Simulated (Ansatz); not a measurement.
Input:

HfSiSe:
```cif
data_Hf2Se2Si2
_chemical_formula_sum 'Hf2 Si2 Se2'
_space_group_name_H-M_alt 'P4/nmm :1'
_space_group_IT_number 129
_space_group_name_Hall 'P 4ab 2ab -1ab'
_cell_length_a 3.57803
_cell_length_b 3.57803
_cell_length_c 8.24580
_cell_angle_alpha 90.000
_cell_angle_beta 90.000
_cell_angle_gamma 90.000
loop_
_space_group_symop_operation_xyz
  'x, y, z'
  '-y+1/2, x+1/2, z'
  '-x, -y, z'
  'y+1/2, -x+1/2, z'
  'x+1/2, -y+1/2, -z'
  '-y, -x, -z'
  '-x+1/2, y+1/2, -z'
  'y, x, -z'
  '-x+1/2, -y+1/2, -z'
  'y, -x, -z'
  'x+1/2, y+1/2, -z'
  '-y, x, -z'
  '-x, y, z'
  'y+1/2, x+1/2, z'
  'x, -y, z'
  '-y+1/2, -x+1/2, z'
loop_
_atom_site_label
_atom_site_type_symbol
_atom_site_symmetry_multiplicity
_atom_site_Wyckoff_symbol
_atom_site_fract_x
_atom_site_fract_y
_atom_site_fract_z
_atom_site_occupancy
Hf1 Hf 2 c 0.50000 0.00000 0.25561 1
Si1 Si 2 a 0.00000 0.00000 0.00000 1
Se1 Se 2 c 0.00000 0.50000 0.37937 1
```

This is the PBEsol-relaxed structure.

All from PBEsol (plane waves, PAW; program Ansatz), unless another level is named. Predict the electronic character.

metallic (no gap).

Predict the formation energy from the elements (no fitted shifts).

-104 kJ/mol of atoms.

What about the density of states at the Fermi level?

0.08 states/eV per atom (mean over ±0.08 eV).

And the gap with spin–orbit coupling?

none (metallic).

The first step of the workflow began from a Materials Project structure, measured or hypothetical; the Crystallography Open Database files this formula in space group No. 129, but the cells were not matched. Whether it is the stable phase at ambient conditions was not checked. The cell was relaxed with PBEsol under the symmetry of its start; whether a distortion lowers the energy is not shown. No spin polarisation was allowed. The references are the lowest solids computed at this level, not always the standard phases. Spin–orbit coupling is left out wherever it is not named.

Potentials: the later of the program's two PAW sets.
